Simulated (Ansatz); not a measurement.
## Relaxing a structure of SnSe

The start is a generated cell, SnSe built in the AFLOW prototype AB_oI4_44_a_b (as in GaAs). The structure is fully relaxed (lattice and positions, P = 0) with r2SCAN (plane waves to 500 eV, PAW, scalar-relativistic; Ansatz, a program for electronic structure). First-step values are on the input's coarse k-mesh.

Ansatz input (later rounds restart from its end on a renewed k-mesh):
Ansatz 0.2 input:
```yaml
crystal:
  lattice:
    - [-3.0539607, 3.1368448, 1.6799972]
    - [3.0539607, -3.1368448, 1.6799972]
    - [3.0539607, 3.1368448, -1.6799972]
  atoms:
    - { symbol: Sn, position: [0, 0, 0] }
    - { symbol: Se, position: [0.575, 0.075, 0.5] }
basis: { ecutwfc: 500, ecutrho_ratio: 4, xc_grid: 4, fft_grid_basis: typed }
kpoints: { mp_grid: { grid: [8, 8, 8] } }
hamiltonian:
  xc: r2scan
  dispersion: none
  pseudopotentials: { azcp: { folder: ./paw }, kind: paw }
scf: { occupations: { method: fermi_dirac, width: 0.05 } }
relax: { f_tol: 0.01, max_steps: 100, cell: { stress_tol: 0.02 } }
output: { forces: true, stress: true }
```

Q: What pressure does the first self-consistent step give?

A: -7.0 GPa (negative: the cell is under tension).

Q: Which atoms feel the largest initial force, and how large is it?

A: 0.08 eV/Å, on Sn1, Se2 (atoms numbered as listed).

Q: How does the volume change?

A: -13.7 %, from 32.19 to 27.78 Å³/atom.

Q: Write out the relaxed structure.

A: 
Space group Imm2 (No. 44); a = 4.224 Å, b = 6.032 Å, c = 4.362 Å, α = β = γ = 90.00°

```json
[
 {"atom": "Sn", "site": "2a", "symmetry": "mm2", "x": "0.0000", "y": "0.0000", "z": "0.0082"},
 {"atom": "Se", "site": "2b", "symmetry": "mm2", "x": "0.0000", "y": "0.5000", "z": "0.0668"}
]
```
(The calculation used a cell of 2 atoms; values per cell refer to that cell.)

The space group stays Imm2 (No. 44) (the run could not lower it), with 2 atoms in the primitive cell. Final values are on a 11×11×11 k-mesh of the relaxed cell. No spin polarisation in the result.

The run could not lose the symmetry of its start: the end is stationary, and may be a saddle point rather than a minimum.

The relaxed structure here is a generated cell of SnSe: the first start was made by placing the elements on the sites of a structure type, and the end was not matched to a known phase here, so it may be hypothetical. Known forms of SnSe include space group No. 62.
